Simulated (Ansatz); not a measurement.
## Lattice vibrations of Co3Si5Ru2 at Γ

Computed with Ansatz, DFT PBE, scalar-relativistic, plane waves, PAW. Settings: 420 eV plane-wave cutoff, Γ-centred 14×14×4 mesh, Fermi-Dirac smearing of 0.15 eV. No spin polarisation. Phonons by linear response, acoustic sum rule imposed.

The cell, relaxed at this level:
```
CELL_PARAMETERS angstrom
2.89169 0.00000 0.00000
0.00000 2.89169 0.00000
0.00000 0.00000 13.83394
ATOMIC_POSITIONS crystal
Co 0.00000 0.00000 0.80949
Co 0.00000 0.00000 0.00000
Co 0.00000 0.00000 0.19051
Si 0.50000 0.50000 0.71466
Si 0.50000 0.50000 0.90479
Si 0.50000 0.50000 0.09521
Si 0.50000 0.50000 0.28534
Si 0.50000 0.50000 0.50000
Ru 0.00000 0.00000 0.60723
Ru 0.00000 0.00000 0.39277
```

The structure comes from a generated guess, relaxed at this level; another structure or a mixture of phases may lie lower. In a metal, frequencies depend on the k mesh and the smearing, soft modes most.

Question: Is this structure stable against zone-centre distortions?

Answer: Yes, at Γ: no optical mode is imaginary. Strains and other wave vectors aren't tested by this run.

Question: List the optical modes at Γ (i marks imaginary ones).

Answer:
```tsv
frequency (cm⁻¹)	degeneracy
69	2
74	2
110	2
115	2
152	1
163	1
231	1
241	2
245	1
251	2
253	2
262	2
275	1
276	2
310	1
331	1
403	1
443	1
```
